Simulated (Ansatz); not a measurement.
The end point of a relaxation of MgO. All values below come from PBEsol (plane waves to 420 eV, PAW, scalar-relativistic; Ansatz, a first-principles code).

```
CELL_PARAMETERS angstrom
      3.24771     0.00000     0.00000
     -1.62385     2.81260     0.00000
      0.00000     0.00000    15.70971
ATOMIC_POSITIONS crystal
  Mg 0.00000 0.00000 0.99986
  Mg 0.00000 0.00000 0.49986
  Mg 0.66667 0.33333 0.83446
  Mg 0.33333 0.66667 0.33446
  Mg 0.66667 0.33333 0.16690
  Mg 0.33333 0.66667 0.66690
  O  0.00000 0.00000 0.87432
  O  0.00000 0.00000 0.37432
  O  0.66667 0.33333 0.70784
  O  0.33333 0.66667 0.20784
  O  0.66667 0.33333 0.04032
  O  0.33333 0.66667 0.54032
```

Find the space group and the Wyckoff positions (tolerance 0.01 Å).

Space group P6₃mc (No. 186); a = 3.248 Å, b = 3.248 Å, c = 15.710 Å, α = 90.00°, β = 90.00°, γ = 120.00°

| atom | site | symmetry | x | y | z |
|---|---|---|---|---|---|
| Mg | 2a | 3m. | 0.0000 | 0.0000 | 0.4999 |
| Mg | 2b | 3m. | 0.3333 | 0.6667 | 0.3345 |
| Mg | 2b | 3m. | 0.6667 | 0.3333 | 0.1669 |
| O | 2a | 3m. | 0.0000 | 0.0000 | 0.3743 |
| O | 2b | 3m. | 0.3333 | 0.6667 | 0.2078 |
| O | 2b | 3m. | 0.6667 | 0.3333 | 0.0403 |

This is the AFLOW prototype AB_hP12_186_a2b_a2b (B6, as in SiC).

Give the shortest distances between elements (the closest pairs, up to four, under 3.6 Å).

Mg–O 1.97 Å; Mg–Mg 3.20 Å; O–O 3.21 Å.

```yaml
volume_per_atom: 11.96 Å³
band_gap: 3.47 eV, direct at Γ (no spin-orbit coupling)
```

No spin polarisation in the result.

The run could not lose the symmetry of its start.

The first start was generated by placing the elements on the sites of a structure type. Materials Project lists a structure of MgO in the same space group, P6₃mc (No. 186); the sites were not compared with it, nor with measured phases. Known forms of MgO include space group No. 225.
